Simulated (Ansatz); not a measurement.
Here is the system:

KRb2RhF6:
```xyz
10
Lattice="0.0000 4.4511 4.4511 4.4511 0.0000 4.4511 4.4511 4.4511 0.0000" Properties=species:S:1:pos:R:3 pbc="T T T"
K      4.4511     4.4511     4.4511
Rb     6.6766     6.6766     6.6766
Rb     2.2255     2.2255     2.2255
Rh     0.0000     0.0000     0.0000
F      1.9797     4.4511     4.4511
F      6.9225     4.4511     4.4511
F      4.4511     1.9797     4.4511
F      4.4511     6.9225     4.4511
F      4.4511     4.4511     1.9797
F      4.4511     4.4511     6.9225
```

This is the r²SCAN-relaxed structure.

Task: All from DFT-r²SCAN in the program Ansatz with PAW potentials, unless another level is named. Give the hole effective mass with spin–orbit coupling.

Result: 9.6, 22, 22 mₑ (principal values).

Task: Next, the electron effective mass with spin–orbit coupling?

Result: 1.4, 3.4, 3.4 mₑ (principal values).

Task: Give the HSE06 gap on the r²SCAN cell.

Result: 4.72 eV.

Task: And the weight of the conduction-edge state by species (Voronoi cells)?

Result: Rh 64 %, F 32 %, K 2 %.

Task: Next, the weight of the valence-edge state by species (Voronoi cells)?

Result: Rh 71 %, F 29 %.

Task: Next, the valence-band maximum?

Result: at X.

Space group Fm-3m. The first step of the workflow began from a Materials Project structure, measured or hypothetical; the Crystallography Open Database files this formula in space group No. 225, but the cells were not matched. Its standing as an ambient phase is unchecked. Symmetry was held in the r²SCAN relaxation; its stability against distortions is not shown here. No spin polarisation was allowed. Scalar-relativistic: spin–orbit coupling is off unless named, which matters more the heavier the elements.

Potentials: the later of the program's two PAW sets.
